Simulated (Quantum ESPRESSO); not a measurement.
# AlSi6P: input and log of a self-consistent run

A calculation, not a measurement. The program is pw.x of Quantum ESPRESSO 7.5 (plane-wave density functional theory). The cell is made up: 8 atoms on a zincblende/diamond lattice, with randomly drawn elements, strain and displacements, not relaxed. PseudoDojo standard norm-conserving files (v0.5 for PBE, v0.4.1 for LDA and PBEsol) set the functional; there is no spin polarisation, spin-orbit coupling or dispersion term, and the masses in the input are unused placeholders.

Input:

```
&control calculation='scf', pseudo_dir='./dojo.nc.sr.pbe.v0_5.standard.upf', outdir='./o', disk_io='low', tprnfor=.true., tstress=.true. /
&system ibrav=0, nat=8, ntyp=3, nbnd=26, ecutwfc=44.02568797, nosym=.true., tot_charge=0,
 occupations='smearing', smearing='fd', degauss=0.0073498644
/
&electrons conv_thr=7.350e-09, electron_maxstep=60, /
ATOMIC_SPECIES
Al 1.0 Al.upf
P 1.0 P.upf
Si 1.0 Si.upf
CELL_PARAMETERS angstrom
5.3859 -0.0031 0.0603
-0.0031 5.4587 0.0651
0.0603 0.0651 5.2783
ATOMIC_POSITIONS angstrom
Al 0.0029 -0.0575 -0.0429
Si 0.0238 2.7785 2.6404
P 2.7367 0.0306 2.6475
Si 2.6968 2.6974 0.0269
Si 1.3211 1.358 1.2633
Si 1.3783 4.1381 4.0672
Si 4.1043 1.423 3.9781
Si 3.8775 4.0583 1.3628
K_POINTS automatic
6 6 6 1 1 1
```

The log is shortened where brackets say so; the opening notice, blank lines, dates and the lines on written files are dropped, and the path of the files is cut. It prints rydbergs, bohrs and kilobars, and counts compression as positive stress.

```
     Program PWSCF v.7.5
     Parallel version (MPI & OpenMP), running on       4 processor cores
     Number of MPI processes:                 4
     Threads/MPI process:                     1
     [start-up lines left out]
     bravais-lattice index     =            0
     lattice parameter (alat)  =      10.1785  a.u.
     unit-cell volume          =    1046.9321 (a.u.)^3
     number of atoms/cell      =            8
     number of atomic types    =            3
     number of electrons       =        32.00
     number of Kohn-Sham states=           26
     kinetic-energy cutoff     =      44.0257  Ry
     charge density cutoff     =     176.1028  Ry
     scf convergence threshold =      7.3E-09
     mixing beta               =       0.7000
     number of iterations used =            8  plain     mixing
     Exchange-correlation= PBE
                           (   1   4   3   4   0   0   0)
     [axes and pseudopotential details left out]
   Cartesian axes
     site n.     atom                  positions (alat units)
         1        Al     tau(   1) = (   0.0005384  -0.0106754  -0.0079647  )
         2        Si     tau(   2) = (   0.0044187   0.5158517   0.4902122  )
         3        P      tau(   3) = (   0.5080911   0.0056811   0.4915304  )
         4        Si     tau(   4) = (   0.5006834   0.5007948   0.0049942  )
         5        Si     tau(   5) = (   0.2452732   0.2521240   0.2345422  )
         6        Si     tau(   6) = (   0.2558929   0.7682727   0.7551095  )
         7        Si     tau(   7) = (   0.7619975   0.2641918   0.7385674  )
         8        Si     tau(   8) = (   0.7198902   0.7534572   0.2530152  )
     number of k points=   108  Fermi-Dirac smearing, width (Ry)=  0.0073
     Number of k-points >= 100: set verbosity='high' to print them.
     Dense  grid:    41337 G-vectors     FFT dimensions: (  45,  45,  45)
     Estimated max dynamical RAM per process >     106.25 MB
     Estimated total dynamical RAM >     394.74 MB
     Initial potential from superposition of free atoms
     starting charge      31.9937, renormalised to      32.0000
     Starting wfcs are   32 randomized atomic wfcs
     total cpu time spent up to now is        2.0 secs
     per-process dynamical memory:    94.1 Mb
     Self-consistent Calculation
     iteration #  1     ecut=    44.03 Ry     beta= 0.70
     Davidson diagonalization with overlap
     ethr =  1.00E-02,  avg # of iterations =  5.0
     Threshold (ethr) on eigenvalues was too large:
     Diagonalizing with lowered threshold
     Davidson diagonalization with overlap
     ethr =  8.11E-04,  avg # of iterations =  2.1
     total cpu time spent up to now is       10.3 secs
     total energy              =     -69.15126148 Ry
     estimated scf accuracy    <       0.28082916 Ry
     iteration #  2     ecut=    44.03 Ry     beta= 0.70
     Davidson diagonalization with overlap
     ethr =  8.78E-04,  avg # of iterations =  2.4
     total cpu time spent up to now is       13.8 secs
     total energy              =     -69.16401518 Ry
     estimated scf accuracy    <       0.06938768 Ry
     iteration #  3     ecut=    44.03 Ry     beta= 0.70
     Davidson diagonalization with overlap
     ethr =  2.17E-04,  avg # of iterations =  5.1
     total cpu time spent up to now is       18.1 secs
     total energy              =     -69.18370350 Ry
     estimated scf accuracy    <       0.02907132 Ry
     iteration #  4     ecut=    44.03 Ry     beta= 0.70
     Davidson diagonalization with overlap
     ethr =  9.08E-05,  avg # of iterations =  3.8
     total cpu time spent up to now is       22.0 secs
     total energy              =     -69.18894545 Ry
     estimated scf accuracy    <       0.00086736 Ry
     iteration #  5     ecut=    44.03 Ry     beta= 0.70
     Davidson diagonalization with overlap
     c_bands:  1 eigenvalues not converged
     c_bands:  1 eigenvalues not converged
     ethr =  2.71E-06,  avg # of iterations = 11.8
     total cpu time spent up to now is       29.0 secs
     total energy              =     -69.18929222 Ry
     estimated scf accuracy    <       0.00008918 Ry
     iteration #  6     ecut=    44.03 Ry     beta= 0.70
     Davidson diagonalization with overlap
     ethr =  2.79E-07,  avg # of iterations =  2.7
     total cpu time spent up to now is       32.6 secs
     total energy              =     -69.18931048 Ry
     estimated scf accuracy    <       0.00000418 Ry
     iteration #  7     ecut=    44.03 Ry     beta= 0.70
     Davidson diagonalization with overlap
     ethr =  1.31E-08,  avg # of iterations =  2.9
     total cpu time spent up to now is       36.3 secs
     total energy              =     -69.18931161 Ry
     estimated scf accuracy    <       0.00000037 Ry
     iteration #  8     ecut=    44.03 Ry     beta= 0.70
     Davidson diagonalization with overlap
     ethr =  1.16E-09,  avg # of iterations =  3.6
     total cpu time spent up to now is       40.2 secs
     total energy              =     -69.18931176 Ry
     estimated scf accuracy    <       0.00000007 Ry
     iteration #  9     ecut=    44.03 Ry     beta= 0.70
     Davidson diagonalization with overlap
     ethr =  2.19E-10,  avg # of iterations =  2.0
     total cpu time spent up to now is       43.6 secs
     total energy              =     -69.18931178 Ry
     estimated scf accuracy    <       0.00000002 Ry
     iteration # 10     ecut=    44.03 Ry     beta= 0.70
     Davidson diagonalization with overlap
     ethr =  4.94E-11,  avg # of iterations =  2.0
     total cpu time spent up to now is       46.9 secs
     End of self-consistent calculation
     Number of k-points >= 100: set verbosity='high' to print the bands.
     the Fermi energy is     6.6617 ev
!    total energy              =     -69.18931178 Ry
     estimated scf accuracy    <          5.5E-10 Ry
     smearing contrib. (-TS)   =      -0.00161409 Ry
     internal energy E=F+TS    =     -69.18769769 Ry
     The total energy is F=E-TS. E is the sum of the following terms:
     one-electron contribution =      19.07580054 Ry
     hartree contribution      =       5.04383795 Ry
     xc contribution           =     -24.95136613 Ry
     ewald contribution        =     -68.35597004 Ry
     convergence has been achieved in  10 iterations
     Forces acting on atoms (cartesian axes, Ry/au):
     atom    1 type  1   force =    -0.04452647    0.01684032    0.03104409
     atom    2 type  3   force =     0.00981468    0.02085404   -0.02122576
     atom    3 type  2   force =    -0.02402085    0.01304997    0.00354151
     atom    4 type  3   force =    -0.01564144   -0.01523903   -0.01967444
     atom    5 type  3   force =     0.00295527    0.00105266    0.03978757
     atom    6 type  3   force =     0.02410993   -0.03391764   -0.05849980
     atom    7 type  3   force =    -0.01034438   -0.01542719   -0.00163904
     atom    8 type  3   force =     0.05765326    0.01278686    0.02666587
     Total force =     0.130876     Total SCF correction =     0.000029
     Computing stress (Cartesian axis) and pressure
          total   stress  (Ry/bohr**3)                   (kbar)     P=       69.61
   0.00048061   0.00001363  -0.00017336           70.70        2.00      -25.50
   0.00001363   0.00040193   0.00002190            2.00       59.13        3.22
  -0.00017336   0.00002190   0.00053708          -25.50        3.22       79.01
     init_run     :      1.82s CPU      1.89s WALL (       1 calls)
     electrons    :     44.74s CPU     44.97s WALL (       1 calls)
     forces       :      0.72s CPU      0.73s WALL (       1 calls)
     stress       :      2.49s CPU      2.49s WALL (       1 calls)
     [timing details left out]
     PWSCF        :     49.87s CPU     50.20s WALL
     JOB DONE.
```

In other units: free energy -941.369 eV for the cell, pressure 6.96 GPa, largest force component 1.504 eV/Å. A rerun of a related cell, with the same atoms placed differently, at 838 eV and a 8 x 8 x 8 mesh moved values by no more than 0.002 eV in energy, 0.02 GPa in stress and 0.004 eV/Å in force.